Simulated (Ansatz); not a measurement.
## InSb₃: opening a crack plane

InSb₃, Pm-3m, a = 4.814 Å. The structure is a Materials Project entry; whether it is the stable form wasn't checked. Ansatz: PBE, PAW, 420 eV, Γ-centred 10×10×5 mesh on 8 atoms, Gaussian smearing 0.15 eV; no spin polarisation. One cut on (100) per cell of 8 atoms is opened rigidly by x, between planes of In+Sb and Sb that stand 2.41 Å apart; y is the energy per area (23.173 Å², 1 eV/Å² = 16.02 J/m²).

| x (Å) | y (J/m²) |
| --- | --- |
| 0.00 | 0.000 |
| 0.25 | ? |
| 0.50 | 0.137 |
| 1.00 | 0.353 |
| 1.50 | 0.519 |
| 2.00 | 0.618 |
| 3.00 | 0.689 |
| 4.50 | 0.705 |
| 6.00 | 0.708 |

Q: Fit the universal binding curve y = W[1 − (1 + x/l) e^(−x/l)] to the other rows, give the peak stress, and predict the missing value.

A: Least squares gives W = 0.713 J/m² and l = 0.591 Å. The stress dy/dx peaks at x = l with W/(e l) = 4.4 GPa, for rigid faces. At x = 0.25: x/l = 0.423, y = 0.048 J/m². The run gave 0.042 J/m², so the fit is 0.006 J/m² too high, within the rms miss on the fitted rows (0.007 J/m²).

Cost: 10 runs of about 20 core-minutes in all, on Intel Xeon Platinum 8175M (Skylake/Cascade Lake) (shared hosts).